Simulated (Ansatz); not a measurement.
AlAs:
```cif
data_AlAs
_chemical_formula_sum 'Al1 As1'
_space_group_name_H-M_alt 'P 1'
_space_group_IT_number 1
_cell_length_a 4.01256
_cell_length_b 4.01256
_cell_length_c 4.01256
_cell_angle_alpha 60.000
_cell_angle_beta 60.000
_cell_angle_gamma 60.000
loop_
_space_group_symop_operation_xyz
  'x, y, z'
loop_
_atom_site_label
_atom_site_type_symbol
_atom_site_fract_x
_atom_site_fract_y
_atom_site_fract_z
_atom_site_occupancy
Al1 Al 0.00000 0.00000 0.00000 1
As1 As 0.25000 0.25000 0.25000 1
```

Relaxed with PBEsol. Independent-particle spectrum: no excitons, no local fields, no scissors shift; 0.1 eV broadening; ε₁ of the summed bands alone.

Q: Tabulate the dielectric function from plane-wave PAW PBEsol (Ansatz code).

A: 

```tsv
E (eV)	ε₁ xx	ε₂ xx
0.0	10.18	0.00
0.4	10.27	0.00
0.8	10.54	0.00
1.2	11.06	0.00
1.6	11.95	0.00
2.0	13.61	0.41
2.4	15.43	1.06
2.8	21.14	2.58
3.2	17.10	11.83
3.6	20.04	12.88
4.0	22.48	31.26
4.4	-10.44	22.34
4.8	-5.39	13.15
5.2	-2.18	12.35
5.6	-7.58	10.78
6.0	-6.15	7.42
6.4	-5.77	5.85
6.8	-4.93	4.60
7.2	-4.41	3.71
7.6	-3.56	3.15
8.0	-3.56	2.66
8.4	-3.20	2.13
8.8	-2.62	1.73
9.2	-2.50	1.58
9.6	-2.21	1.30
10.0	-2.00	1.07
10.4	-1.78	0.85
10.8	-1.51	0.65
11.2	-1.25	0.57
11.6	-1.09	0.50
12.0	-0.92	0.42
```

Q: From ε at 3.9 eV (xx: 23.85 + 23.45i), find n, k, the normal reflectivity and the absorption coefficient.

A: n = 5.35, k = 2.190, R = 53 %, α = 2kE/ħc = 870000 cm⁻¹.

With all bands, ε∞ without local fields is 10.2. DFPT, with local fields, gives 9.51.

Space group F-43m (zinc blende). Symmetry was held in the PBEsol relaxation. Scalar-relativistic: spin–orbit coupling is off unless named, which matters more the heavier the elements.

Potentials: the earlier of the program's two PAW sets. The files were generated under PBE; for other functionals the program regenerates the frozen cores, and for LDA and PBEsol the local potential too.
